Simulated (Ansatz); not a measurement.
YSi₂ in space group Fddd (No. 70; Si on 16f, Y on 8a) at seven volumes, plane-wave PAW PBE (Ansatz code), shape and atoms relaxed at each. One row is withheld.

| V (Å³/atom) | P (GPa) |
|---|---|
| 18.165 | 8.18 |
| 18.764 | 4.97 |
| 19.363 | ? |
| 19.962 | 0.00 |
| 20.560 | -1.88 |
| 21.159 | -3.34 |
| 21.758 | -4.27 |

Question: Fit the shown pressures and predict the withheld one.

Answer: P = (3/2)B₀(x^(7/2) − x^(5/2))[1 + (3/4)(B′ − 4)(x − 1)] with x = (V₀/V)^(2/3). Least squares on the six rows gives V₀ = 19.950 Å³/atom, B₀ = 65.9 GPa, B′ = 6.18. At V = 19.363, x = 1.0201 and P = 2.16 GPa. The run itself gave 2.27 GPa.

The cell is a constructed one: a structure type filled with these elements; neither database checked (COD, Materials Project) lists it. COD files the formula under space group No. 191, so this cell is another polymorph or a model. Whether it is the stable phase at ambient conditions was not checked. The cell was relaxed with PBE under the symmetry of its start; its stability against distortions is not shown here. No spin polarisation was allowed.

Potentials: the later of the program's two PAW sets.
